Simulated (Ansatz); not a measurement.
Consider the following.

AlAs:
```
CELL_PARAMETERS angstrom
      0.00000     2.83727     2.83727
      2.83727     0.00000     2.83727
      2.83727     2.83727     0.00000
ATOMIC_POSITIONS crystal
  As 0.75000 0.75000 0.75000
  Al 0.00000 0.00000 0.00000
```

This is the PBEsol-relaxed structure.

Problem. All from PBEsol in the plane-wave PAW code Ansatz, unless another level is named. Estimate the smallest direct gap on the standard path.

Solution. 1.91 eV.

Problem. Predict the HSE06 gap on the PBEsol cell.

Solution. 2.09 eV.

Problem. Next, the hole effective mass, band 1 of 3 at the edge?

Solution. 0.48 along [100], 5.2 along [110], 1.2 along [111] (mₑ).

Problem. Give the hole effective mass, band 3 of 3 at the edge.

Solution. 0.11 along [100], 0.093 along [110], 0.088 along [111] (mₑ).

Problem. What about the valence-band maximum?

Solution. at Γ.

Problem. Predict the weight of the valence-edge state by species (Voronoi cells).

Solution. As 76 %, Al 24 %.

Space group F-43m (zinc blende). The cell was relaxed with PBEsol under the symmetry of its start. Spin–orbit coupling is left out wherever it is not named.

Potentials: the later of the program's two PAW sets.
